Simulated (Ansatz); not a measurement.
# Computed properties of Mg$_{3}$Sc

Mg3Sc (Cu3Au type, Pm-3m), a = b = c = 4.506 Å, α = β = γ = 90.00°.

Space group Pm-3m (No. 221), Cu3Au type; conventional cell a = b = c = 4.5064 Å, α = β = γ = 90.00°.

Method: r²SCAN (plane waves, PAW; program Ansatz). Geometry: relaxed at this level of theory. Other levels are named where they apply.

Cell and energy:

| Quantity | Value |
|---|---|
| Volume per atom | 22.88 Å³ |
| Density | 2.14 g/cm³ |
| Formation energy from the elements (no fitted shifts) | -0.034 eV/atom |

Electronic structure:

| Quantity | Value |
|---|---|
| Electronic character | metallic (no gap) |
| Density of states at the Fermi level | 0.82 states/eV per atom (mean over ±0.08 eV) |

The workflow started from a Materials Project entry (that database holds measured and hypothetical structures alike); the Crystallography Open Database copy checked does not list it. With Mg and Sc taken as one species the cell has the higher symmetry Fm-3m, so it may be an ordered model of a mixed-site phase. Its standing as an ambient phase is unchecked. The cell was relaxed with r²SCAN under the symmetry of its start; whether a distortion lowers the energy is not shown. The run is not spin-polarised. The references are the lowest solids computed at this level, not always the standard phases.

Potentials: the later of the program's two PAW sets.
